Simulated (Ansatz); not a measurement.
A change and its effect: SrO (Fm-3m)

```yaml
crystal:
  lattice:
    - [0.00000, 2.58031, 2.58031]
    - [2.58031, 0.00000, 2.58031]
    - [2.58031, 2.58031, 0.00000]
  atoms:
    - { symbol: Sr, position: [0.50000, 0.50000, 0.50000] }
    - { symbol: O, position: [0.00000, 0.00000, 0.00000] }
```

The conventional cell has a = 5.161 Å, b = 5.161 Å, c = 5.161 Å, α = 90.00°, β = 90.00°, γ = 90.00°. Sr (atom 1) has 6 O at 2.58 Å as nearest neighbours. O (atom 2) has 6 Sr at 2.58 Å as nearest neighbours.

Unless marked otherwise, the numbers come from r²SCAN, PAW on Ansatz 0.2.0's default frozen-core files (fitted under PBE), scalar-relativistic. k mesh 8×8×8, strains of ±0.005, fixed occupations, cutoff 500 eV. The cell was relaxed by PAW under this functional.

With these settings the run gives C11 = 182.9, C44 = 55.5 GPa and B_V = 93.5 GPa (relaxed ions).

The run is repeated in the same cell with scf.convergence.dr2_threshold from its default to 1e-05. What moves, and by how much?

C11: -0.11 %; C44: +1.35 %; B_V: -0.33 %. These settings are too loose or unsuited for a converged value.

Limits of these numbers: frozen-core PAW files fitted under PBE, their cores solved anew for the functional of the run.
